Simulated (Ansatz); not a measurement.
TaS2:
```
TaS2
1.0
    3.32694     0.00000     0.00000
   -1.66347     2.88121     0.00000
    0.00000     0.00000     5.78270
Ta S
1 2
Direct
  0.00000   0.00000   0.00000
  0.33333   0.66667   0.26734
  0.66667   0.33333   0.73266
```

Relaxed with PBE+D3(BJ). Special points in fractions of this cell's reciprocal vectors: Γ (0.000, 0.000, 0.000); M (0.500, 0.000, 0.000); K (0.333, 0.333, 0.000); A (0.000, 0.000, 0.500); L (0.500, 0.000, 0.500); H (0.333, 0.333, 0.500).

**Question.** List the band energies nearest the Fermi level at these points for PBE+D3(BJ) in the plane-wave PAW code Ansatz.

**Answer.** In eV from the Fermi level; about four levels below and three above (degenerate sets whole), none deeper than 8.9 eV; points with the same levels are listed once.

```json
[
 {"k": "Γ", "below": "-1.09 -0.59 -0.59 -0.05", "above": "0.21 0.21 3.69 3.69"},
 {"k": "M", "below": "-3.76 -3.60 -2.17 -0.93", "above": "2.68 3.27 4.23"},
 {"k": "K", "below": "-5.43 -5.43 -3.78 -3.78 -3.12", "above": "1.53 2.11 2.11"},
 {"k": "A", "below": "-3.74 -3.74 -0.82 -0.82", "above": "0.17 0.17 1.09"},
 {"k": "L", "below": "-3.98 -2.07 -1.71 -1.44", "above": "2.67 3.26 4.10"},
 {"k": "H", "below": "-5.26 -3.98 -3.52 -3.52", "above": "1.23 1.23 1.59"}
]
```

Space group P-3m1 (CdI2 type). This is a known high-temperature phase of the composition, computed here at zero pressure and temperature. The cell was relaxed with PBE+D3(BJ) under the symmetry of its start; its stability against distortions is not shown here. No spin polarisation was allowed. With an odd number of electrons in the cell and no spin polarisation, the count alone makes it a metal. Spin–orbit coupling is left out wherever it is not named.

Potentials: the later of the program's two PAW sets.
